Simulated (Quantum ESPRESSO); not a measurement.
```yaml
crystal:
  lattice:
    - [3.19224, 0.00000, 0.00000]
    - [-1.59612, 2.76456, 0.00000]
    - [0.00000, 0.00000, 13.37829]
  atoms:
    - { symbol: Mo, position: [0.66667, 0.33333, 0.25000] }
    - { symbol: Mo, position: [0.33333, 0.66667, 0.75000] }
    - { symbol: S, position: [0.66667, 0.33333, 0.63308] }
    - { symbol: S, position: [0.33333, 0.66667, 0.36692] }
    - { symbol: S, position: [0.33333, 0.66667, 0.13308] }
    - { symbol: S, position: [0.66667, 0.33333, 0.86692] }
```
The geometry is a computed Materials Project entry, not a measured one. It is MoS2 in P6₃/mmc. Stability against distortions was not tested. The layers lie 3.6 Å apart; this gap hangs on dispersion, and neither it nor the stacking was checked against the measured crystal. The run has no spin polarisation.

A lattice sum over point charges, one formal value an element (Mo +4, S -2), with no Sternheimer factor, costs far less than a self-consistent run. Taken along the main axis of each site's self-consistent tensor, it gives:

| site | V along that axis, point charges (a.u.) |
|---|---|
| Mo (atoms 1, 2) | -0.134 |
| S (atoms 3, 4, 5, 6) | 0.032 |

Question: How do the values of the PAW reconstruction of the field gradient on a scalar-relativistic PBE ground state (a modified build of Quantum ESPRESSO, JTH datasets) compare?

Answer: 
| site | Vzz, PAW (a.u.) | PAW over point charges |
|---|---|---|
| Mo | -0.893 | 6.6 |
| S | -0.561 | -18 |
Along that axis the sign differs on S.  Cores are frozen. Against all-electron runs on small test molecules, this scheme's |Vzz| missed by +6 % on Mo, −3 % on S.
